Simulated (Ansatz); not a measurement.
## ZrPdSe3 (P4mm)

The calculation used Ansatz, DFT PBE, scalar-relativistic, plane waves, PAW.

Plane waves to 420 eV, a k mesh through Γ of 10×10×6 on the computed 5-atom cell and Gaussian smearing (0.10 eV); no spin polarisation.

The structure is relaxed at this level of theory with its symmetry kept, and needn't be the ground state of this composition.

```cif
data_structure
_symmetry_space_group_name_H-M 'P4mm'
_symmetry_Int_Tables_number 99
_cell_length_a 4.0849
_cell_length_b 4.0849
_cell_length_c 7.0007
_cell_angle_alpha 90.000
_cell_angle_beta 90.000
_cell_angle_gamma 90.000
_cell_volume 116.81
loop_
_atom_site_label
_atom_site_type_symbol
_atom_site_symmetry_multiplicity
_atom_site_Wyckoff_symbol
_atom_site_fract_x
_atom_site_fract_y
_atom_site_fract_z
_atom_site_occupancy
Zr1 Zr 1 a 0.00000 0.00000 0.17892 1
Pd1 Pd 1 b 0.50000 0.50000 0.67089 1
Se1 Se 2 c 0.00000 0.50000 0.44679 1
Se2 Se 1 b 0.50000 0.50000 0.02922 1
```

```json
{
  "Space group": "P4mm (No. 99)",
  "Volume per atom": "23.36 Å³",
  "Formation energy from the elements' standard states (uncorrected)": "-0.520 eV/atom",
  "Kohn–Sham band gap": "none (metal)",
  "Density of states at the Fermi level": "1.7 states/eV per cell",
  "Orbital (Löwdin) character within 0.5 eV of the Fermi level": "Se 4p 36 %, Zr 4d 34 %, Pd 4d 22 %",
  "Bader charge by site (e)": "Zr (1 in the cell) 1.74, Pd (1 in the cell) 0.04, Se (2 in the cell) -0.40, Se (1 in the cell) -0.98"
}
```

The cell was found from a structure generator's guess, not taken from experiment. Löwdin shares on free-atom orbitals overweight diffuse shells.
